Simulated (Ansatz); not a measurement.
Simulated powder pattern, neutron, λ = 1.5401 Å (kinematic, ideal powder, no thermal factors, coherent scattering alone; the 30 strongest lines at most, above 1 %, up to 2θ = 90°):

| 2θ (°) | I/Imax (%) |
|---|---|
| 37.68 | 21 |
| 40.46 | 25 |
| 42.97 | 100 |
| 56.47 | 21 |
| 68.01 | 32 |
| 75.32 | 42 |
| 80.45 | 6.5 |
| 82.22 | 51 |
| 83.91 | 38 |
| 87.50 | 8.0 |

The pattern belongs to a structure relaxed with r²SCAN+D4 (plane waves, PAW; program Ansatz).

Task: Which of these materials gives this?
A. Cs, bcc (W type)
B. Rb, bcc (W type)
C. Re, hcp (Mg type)
D. Tl, hcp (Mg type)

Result: C, Re, hcp (Mg type)

Task: Give the lattice parameters.

Result: a = 2.754 Å, c = 4.454 Å.

Space group P6_3/mmc (hcp (Mg type)). The r²SCAN+D4 relaxation kept the symmetry of its start. The run is not spin-polarised. The pairwise dispersion correction was not fitted to metals. Axis ratios of metals converge slowly with the k-mesh, so a and c are less sure than the volume. Spin–orbit coupling is left out wherever it is not named.

Potentials: the later of the program's two PAW sets.
